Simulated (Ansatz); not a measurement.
Formation energy of GdSe2 (fluorite structure)

Level of theory: DFT, PBEsol, scalar-relativistic, collinear spin; plane waves to 420 eV with PAW datasets (Ansatz 0.2.0), Γ-centred 8×8×8 mesh, 0.05 eV Gaussian smearing. The datasets are Ansatz's generated set soft_2.

This is a trial structure made by placing the elements on a prototype's sites, so it needn't be the stable form.

It takes space group Fm-3m (No. 225, cubic). The conventional cell has a = 6.791 Å, b = 6.791 Å, c = 6.791 Å, α = 90.00°, β = 90.00°, γ = 90.00°. Around Gd (site symmetry m-3m) lie 8 Se at 2.94 Å. Se (site symmetry -43m) has 4 Gd at 2.94 Å as nearest neighbours. (Neighbours are counted to 15 % beyond the shortest distance.)

The elements were computed in their standard states with the same datasets, cutoff and functional. The compound's run is ferromagnetic, with site spin moments Gd 6.88; Se -0.09 μB. Absolute energies hang on the potentials; compare differences alone.

Energy of the relaxed cell (3 atoms, smearing extrapolated to zero): -20080.469 eV. Elements, in eV/atom: Gd -9227.984, Se -5424.207.

Q: What is the formation energy?

A: [-20080.469 − (1 × -9227.984 + 2 × -5424.207)] / 3 = -1.36 eV/atom, or -131 kJ per mole of atoms.

The value is for 0 K, without zero-point energy. Uncorrected semilocal values for oxides, chalcogenides and halides often miss by tenths of an eV an atom. A negative value shows stability against the elements alone, not against other compounds or structures.

Without a U the 4f levels of Gd lie too near the Fermi level, so their share of the states there, and what hangs on it, is overstated. No spin–orbit coupling, a notable omission for heavy elements. The run wasn't fully tested for a lower electronic state. Site moments are of spin, integrated over atomic spheres. A displaced or strained copy of the relaxed cell lay 0.6 meV/atom lower, so on this mesh the structure isn't a minimum; in a metal a finer mesh can change so small a difference. No antiparallel order was tried.
